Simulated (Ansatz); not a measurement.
ZrS (rock salt, Fm-3m), DFT-r²SCAN in the program Ansatz with PAW potentials, all energies at zero smearing, with the estimated change up to a 700 eV cutoff added, with one set of potentials and settings (totals compare only within such a set). Cell of 2 atoms (1 Zr, 1 S): -5103.975 eV.

```json
[
 {"element": "Zr", "reference phase": "P6_3/mmc, 2 atoms in the cell", "E (eV/atom)": "-4195.0260"},
 {"element": "S", "reference phase": "P2/c, 32 atoms in the cell", "E (eV/atom)": "-905.8156"}
]
```

Formation energy per atom, worked out: (-5103.975 − 1×(-4195.0260) − 1×(-905.8156))/2 = -1.567 eV/atom (-151 kJ per mol of atoms), at 0 K, without zero-point energy or fitted corrections.

The workflow started from an entry of the Crystallography Open Database (COD), which files this formula under 2 space groups. Its standing as an ambient phase is unchecked. The r²SCAN relaxation kept the symmetry of its start; whether a distortion lowers the energy is not shown. No spin polarisation was allowed. The references are the lowest solids computed at this level, not always the standard phases.

Potentials: the later of the program's two PAW sets.
